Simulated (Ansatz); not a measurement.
The calculation used DFT, LDA (PW92), plane waves (420 eV) with PAW, scalar-relativistic in Ansatz 0.2.0. (PAW data from PBE, frozen cores regenerated.)

An element in the omega (AlB2-type) structure gives this curve. The cell is scaled uniformly from the relaxed one, with fractional coordinates and shape fixed. Energies are extrapolated to zero smearing, pressures are those at the given smearing. Magnetic state: spin not included.

```json
{"V (Å³/atom)": "12.065", "E − E₀ (meV/atom)": "81.7", "P (GPa)": "17.62"}
{"V (Å³/atom)": "12.613", "E − E₀ (meV/atom)": "33.9", "P (GPa)": "10.71"}
{"V (Å³/atom)": "13.161", "E − E₀ (meV/atom)": "7.8", "P (GPa)": "4.89"}
{"V (Å³/atom)": "13.710", "E − E₀ (meV/atom)": "-0.1", "P (GPa)": "0.03"}
{"V (Å³/atom)": "14.258", "E − E₀ (meV/atom)": "7.3", "P (GPa)": "-3.97"}
{"V (Å³/atom)": "14.807", "E − E₀ (meV/atom)": "27.2", "P (GPa)": "-7.25"}
{"V (Å³/atom)": "15.355", "E − E₀ (meV/atom)": "57.3", "P (GPa)": "-9.93"}
```

Q: Which element is it?
A. silicon
B. rhenium
C. phosphorus
D. vanadium

A: C. Its fit is V₀ = 13.70 Å³/atom, B₀ = 110 GPa, B₀′ = 3.6.
